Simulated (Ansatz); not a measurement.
MoIr4: changing the functional

The cell as given:

```
Ir Mo
1.0
     1.37422    0.79341   11.30610
    -1.37422    0.79341   11.30610
     0.00000   -1.58681   11.30610
Ir Mo
4 1
Direct
  0.60030 0.60030 0.60030
  0.19932 0.19932 0.19932
  0.80068 0.80068 0.80068
  0.39970 0.39970 0.39970
  0.00000 0.00000 0.00000
```

The cell comes from a database or a generator and needn't be the stable form of this composition.

Kept alike: task relaxation of cell and atoms; k mesh 11 × 11 × 11; occupations fermi-dirac, width 0.05 eV; no spin polarisation. Program: Ansatz, Ansatz PAW. Cutoffs run from 420 to 500 eV. The mesh is that of the run's cell of 5 atoms. No spin-orbit coupling.

| functional | volume (Å³/atom) |
| --- | --- |
| LDA | 14.044 |
| PBE | 14.720 |
| PBEsol | 14.264 |
| r2SCAN | 14.445 |

The relaxations keep at least the cell's symmetry (R-3m). For a metal such a mesh leaves the last digits unconverged. Relaxations stop with a little pressure left, so the last digits of a volume or edge aren't settled. Ansatz's relaxations hold a Pulay term in the stress (up to 0.1 GPa here). All rows use potentials made for PBE.

The volume runs from 14.044 (LDA) to 14.720 Å³/atom (PBE). From PBE: LDA -0.676; PBEsol -0.456; r2SCAN -0.275.
